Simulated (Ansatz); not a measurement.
## How far is PAW off for Si2Mo?

```xyz
3
Lattice="-1.6160 1.6160 3.9305 1.6160 -1.6160 3.9305 1.6160 1.6160 -3.9305" Properties=species:S:1:pos:R:3 pbc="T T T"
Si    0.0000    0.0000    2.6177
Si    0.0000    0.0000    5.2433
Mo    0.0000    0.0000    0.0000
```

Atom numbers follow the list: Si1, Si2, Mo3.

The conventional cell has a = 3.232 Å, b = 3.232 Å, c = 7.861 Å, α = 90.00°, β = 90.00°, γ = 90.00°. Si (atom 1) has 5 Mo at 2.62 to 2.64 Å and 5 Si at 2.63 Å as nearest neighbours. Around Mo (atom 3) lie 10 Si at 2.62 to 2.64 Å.

The cell comes from COD entry 1010282, which wasn't checked; take it as a given geometry. It is an old determination, and later ones may differ. The listed cell was then made from it by scaling, straining or moving an atom.

All numbers are computed: DFT, PBEsol, PAW with Ansatz's default frozen-core files, scalar-relativistic (Ansatz 0.2.0); DFT, PBEsol, all-electron PAW with datasets made for the crystal, scalar-relativistic (Ansatz 0.2.0); DFT, PBEsol, all-electron LAPW, scalar-relativistic (Ansatz 0.2.0).

For PAW: a Γ-centred 12×12×16 k mesh, Fermi–Dirac smearing of 0.03 eV, cutoff 420 eV, no spin polarisation; the PAW files were made with PBE, and the program remakes their frozen cores for this functional; this mesh doesn't keep the crystal's whole symmetry, which leaves small spurious terms. The crystal-made all-electron datasets (AE datasets) take a cutoff of 300 eV at this cell. LAPW targets a basis error of 1 meV/atom. The Ansatz runs share mesh, smearing and spin set-up. Plane-wave (PAW) pressures include the program's estimate of the Pulay term.

Stress and pressure are positive in compression.

The change that made this cell: equal xx and yy strain of +1 %.

| quantity | PAW | AE datasets | LAPW |
| --- | --- | --- | --- |
| pressure (GPa) | -6.56 | -6.52 | -6.52 |
| stress xx (GPa) | -7.19 | -7.15 | -7.15 |
| stress zz (GPa) | -5.30 | -5.25 | -5.25 |
| force on Si1, z (eV/Å) | 0.355 | 0.354 | 0.354 |

PAW's pressure differs from the LAPW value by -0.04 GPa. Datasets made for the crystal and LAPW share parts of one code, so their agreement isn't an independent check.
